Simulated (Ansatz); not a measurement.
input.yaml

```yaml
crystal:
  lattice:
    - [-2.6297632962, 2.6297632962, 6.4933873005]
    - [2.6297632962, -2.6297632962, 6.4933873005]
    - [2.6297632962, 2.6297632962, -6.4933873005]
  atoms:
    - { symbol: Ba, position: [0.5, 0.5, 0.0] }
    - { symbol: Ba, position: [0.75, 0.25, 0.5] }
    - { symbol: Ba, position: [0.25, 0.75, 0.5] }
    - { symbol: Te, position: [0.0, 0.0, 0.0] }
basis:
  ecutwfc: 420
kpoints:
  mp_grid: { grid: [12, 12, 12] }
hamiltonian:
  xc: pbe
scf:
  occupations: { method: gaussian, width: 0.1 }
output:
  forces: true
  stress: true
  eigenvalues: true
```

Launched with
```bash
ansatz run input.yaml --threads 1 --pin off --max-ram 1331MiB --backend cpu --events-out ev --progress --plain --runs-dir out
```

Level of theory: Ansatz 0.2.0, DFT PBE, scalar-relativistic, plane waves, PAW.

Part of what the program printed, abridged (iterations and final results):

```
SCF iter   1: F=—  HF=-24830.838033 eV  |F-HF|=—  |Δ(HF+E_count)|=         —  Δρ=4.06e-3  dr2=1.68e-1  ethr=1.77e-3  ⟨swp⟩=9.3  Hψ=24136  notcnv=0
SCF iter   2: F=—  HF=-24830.818554 eV  |F-HF|=—  |Δ(HF+E_count)|=   1.95e-2  Δρ=2.74e-3  dr2=7.93e-2  ethr=3.65e-4  ⟨swp⟩=1.4  Hψ=5986  notcnv=0  defer=11
SCF iter   3: F=—  HF=-24830.802962 eV  |F-HF|=—  |Δ(HF+E_count)|=   1.56e-2  Δρ=7.22e-4  dr2=1.60e-3  ethr=1.72e-4  ⟨swp⟩=2.1  Hψ=5701  notcnv=0  defer=14
SCF iter   4: F=—  HF=-24830.802917 eV  |F-HF|=—  |Δ(HF+E_count)|=   4.54e-5  Δρ=2.49e-4  dr2=4.01e-4  ethr=3.47e-6  ⟨swp⟩=2.0  Hψ=8654  notcnv=0  defer=21
SCF iter   5: F=—  HF=-24830.802812 eV  |F-HF|=—  |Δ(HF+E_count)|=   1.05e-4  Δρ=9.79e-5  dr2=3.59e-5  ethr=8.71e-7  ⟨swp⟩=2.0  Hψ=8289  notcnv=0  defer=21
SCF iter   6: F=—  HF=-24830.802871 eV  |F-HF|=—  |Δ(HF+E_count)|=   5.85e-5  Δρ=3.06e-5  dr2=3.90e-6  ethr=7.81e-8  ⟨swp⟩=2.0  Hψ=8374  notcnv=0  defer=29
SCF iter   7: F=—  HF=-24830.802870 eV  |F-HF|=—  |Δ(HF+E_count)|=   2.88e-7  Δρ=6.51e-6  dr2=1.69e-7  ethr=8.47e-9  ⟨swp⟩=2.0  Hψ=8356  notcnv=0  defer=29
SCF iter   8: F=-24830.802870 eV  HF=-24830.802870 eV  |F-HF|=5.49e-10  |Δ(HF+E_count)|=   2.97e-8  Δρ=1.84e-6  dr2=9.72e-9  ethr=2.17e-10  ⟨swp⟩=8.7  Hψ=25641  notcnv=0
SCF 1 converged in 8 iterations: F = -24830.802870 eV  dr2 = 9.72e-9
SCF converged after 8 iterations
Free energy (F): -24830.802870 eV
Harris-Foulkes:  -24830.802870 eV  (|F-HF|=5.49e-10)
Internal energy: -24830.778076 eV  (E = F + TS)
E sigma→0 (E₀):  -24830.790473 eV
Entropy (-TS):   -0.024794 eV (-6.199 meV/atom)
Fermi energy:    8.615626 eV
--- Per-component energies (eV) ---
  E_band       = -446.721970
  E_kinetic    = 685.307648
  E_local      = -2493.285802  (includes V_loc(G=0)·N_el)
  E_nonlocal   = -137.929822
  E_hartree    = 1248.945800
  E_xc         = -627.545311
  E_vxc        = -510.084982  (∫ρ·V_xc dr)
  E_paw        = -20340.785206  (= ΣΔE_a)
  E_vpaw       = -488.621660  (= ΣTr[D̂ρ^β])
  E_aug_tail   = -0.000189  (compensation charges beyond the density's cutoff)
  E_ewald      = -3165.485193
  E_smearing   = -0.024794  (= −TS)
--- Forces (eV/Å), atoms counted from 1 ---
  atom   1  Ba     0.00000000     0.00000000     0.00000000
  atom   2  Ba     0.00000000     0.00000000     0.00000000
  atom   3  Ba     0.00000000     0.00000000     0.00000000
  atom   4  Te     0.00000000     0.00000000     0.00000000
--- Stress (GPa, compression-positive) ---
        0.488778       0.000000       0.000000
        0.000000       0.488778       0.000000
        0.000000       0.000000      -0.020754
  P = ⅓ Tr σ = 0.3189 GPa (3.189 kbar)
--- Band table (eV; the first three rows and the last of 163) ---
  k-point 0: bands = ["-28.6021", "-28.5935", "-28.5935", "-28.5781", "-28.5725", "-20.3959", "-20.1910", "-20.1574", "-5.9709", "-5.9709", "-5.9346", "-5.4717", "-5.4717", "-5.4132", "-5.1544", "-4.9895", "-4.9895", "-2.7393", "5.5776", "5.9771", "5.9771", "6.5889", "8.0100", "8.4819", "8.5179", "8.7843", "10.0487", "10.0487"]
  k-point 1: bands = ["-28.6021", "-28.5935", "-28.5935", "-28.5781", "-28.5725", "-20.3880", "-20.1911", "-20.1651", "-5.9984", "-5.9056", "-5.9052", "-5.5190", "-5.4843", "-5.3782", "-5.1586", "-5.0791", "-4.9827", "-2.7046", "5.5852", "5.6908", "5.9426", "6.7915", "8.0852", "8.5747", "8.8039", "8.9238", "9.7835", "9.8085"]
  k-point 2: bands = ["-28.6021", "-28.5935", "-28.5935", "-28.5781", "-28.5725", "-20.3663", "-20.1913", "-20.1860", "-6.0482", "-5.8471", "-5.7227", "-5.5927", "-5.5136", "-5.3377", "-5.3109", "-5.1729", "-4.9640", "-2.6306", "5.2619", "5.5980", "5.8645", "7.2053", "8.3306", "8.7949", "9.2415", "9.2991", "9.3150", "9.6279"]
  k-point 162: bands = ["-28.6021", "-28.5935", "-28.5935", "-28.5781", "-28.5725", "-20.3860", "-20.2016", "-20.1575", "-6.0037", "-6.0037", "-5.7515", "-5.4235", "-5.4235", "-5.4084", "-5.3985", "-4.9998", "-4.9998", "-2.6499", "5.0825", "6.1316", "6.1316", "7.1749", "7.9619", "8.0808", "8.3685", "8.3685", "8.6213", "9.5097"]
```

The calculation finished and met its thresholds.